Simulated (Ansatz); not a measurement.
Relaxed candidate structures of Zn3P2:

A. R32, hexagonal axes (No. 155), hR5, AFLOW prototype A3B2_hR5_155_e_c (D5_e, as in Ni3S2); a = b = 6.167 Å, c = 7.896 Å, α = β = 90.00°, γ = 120.00°; Zn 9e (0.265, 0.265, 0.500); P 6c (0.000, 0.000, 0.246)

B. Ia-3 (No. 206), cI80, anti-bixbyite type; a = 11.3438 Å, b = 11.3438 Å, c = 11.3438 Å, α = 90.00°, β = 90.00°, γ = 90.00°; P 8b (0.250, 0.250, 0.250); P 24d (0.000, 0.250, 0.491); Zn 48e (0.106, 0.359, 0.131)

C. P4/mbm (No. 127), tP10; a = b = 6.067 Å, c = 4.825 Å, α = β = γ = 90.00°; Zn 2a (0.000, 0.000, 0.000); Zn 4h (0.334, 0.166, 0.500); P 4g (0.375, 0.125, 0.000)

Problem. Order them by energy per atom (lowest first) at the level r2SCAN (plane waves to 500 eV, PAW, scalar-relativistic; Ansatz, a program for electronic structure).

Solution. B (reference, the lowest among the structures calculated here), A (+0.10 eV/atom), C (+0.38 eV/atom)

Problem. Give each candidate's band gap.

Solution. No gap: A, C. B: 0.62 eV (no spin-orbit coupling).

Each run could gain symmetry but not lose that of its start, so entries can be saddle points. All of these are generated cells (placed on structure types, drawn at random, substituted or restacked) that were not matched to a known phase here. The real structure of this composition may not be among these. Energies are at zero temperature and pressure, without zero-point motion. Each cell has its own k-point mesh; energy differences are given only to the digits this allows. No spin polarisation in the result. Gaps of cells over 8 atoms come from the SCF mesh and high-symmetry points alone.
